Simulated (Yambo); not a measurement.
Bethe-Salpeter results for NaCl at -3 % isotropic strain

```xyz
2
Lattice="0.0000 2.7177 2.7177 2.7177 0.0000 2.7177 2.7177 2.7177 0.0000" Properties=species:S:1:pos:R:3 pbc="T T T"
Na     0.0000     0.0000     0.0000
Cl     2.7177     2.7177     2.7177
```

The PBEsol cell relaxed from Materials Project entry mp-22862 was given an isotropic strain of -3 % on all lattice vectors, and the atoms were relaxed again.

BSE in Yambo on PBEsol (pw.x of Quantum ESPRESSO, ONCV potentials, without SOC) bands: 10×10×10 mesh, 3 valence and 1 conduction bands, static screening with 22 bands and a 4 Ry block, scissor 3.12 eV, Tamm-Dancoff; field along x.

| state | energy (eV) | states within 2 meV | relative strength | class | main transitions |
|---|---|---|---|---|---|
| 1 | 7.76 | 3 | 1.00 | strong | several band pairs |
| 2 | 8.19 | 3 | 0.26 | strong | several band pairs |
| 3 | 8.40 | 3 | < 0.01 | dark | several band pairs |
| 4 | 8.42 | 2 | < 0.01 | dark | several band pairs |
| 5 | 8.47 | 3 | < 0.01 | dark | several band pairs |
| 6 | 8.51 | 5 | < 0.01 | dark | several band pairs |

These are vertical excitations (zero momentum). The direct quasiparticle gap on this mesh is 8.50 eV; counted from there, state 1 is bound by 0.74 eV. Convergence with the mesh was not shown.

States at or above the direct gap are the continuum as this mesh samples it, not bound excitons.

Spin singlets only. Strengths are relative to the strongest of the lowest states of this run; strong means a line over 3 % of the spectrum's maximum, dark under 0.03 %. Absolute energies carry the error of the G0W0 scissor, whose convergence isn't established.
